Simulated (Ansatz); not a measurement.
ZrS2:
```
CELL_PARAMETERS angstrom
      3.63504     0.00000     0.00000
     -1.81752     3.14804     0.00000
      0.00000     0.00000     5.71961
ATOMIC_POSITIONS crystal
  Zr 0.00000 0.00000 0.00000
  S  0.66667 0.33333 0.74470
  S  0.33333 0.66667 0.25530
```

DFT-PBE+D3(BJ) in the program Ansatz with PAW potentials gives a gap of 0.66 eV without spin–orbit coupling, maximum at Γ, minimum at L.

### Question
What happens when spin–orbit coupling is switched on?

### Answer
The gap decreases by 0.01 eV, to 0.65 eV; maximum at Γ, minimum at L.

### Question
Give the electron effective mass with spin–orbit coupling.

### Answer
0.29, 0.72, 2.5 mₑ (principal values).

### Question
Give the hole effective mass with spin–orbit coupling.

### Answer
0.22, 5.0, 5.0 mₑ (principal values).

### Question
Give the Z2 indices of the occupied bands with spin–orbit coupling.

### Answer
0;(000).

Space group P-3m1 (CdI2 type). The cell was relaxed with PBE+D3(BJ) under the symmetry of its start. The run is not spin-polarised.

Potentials: the later of the program's two PAW sets.
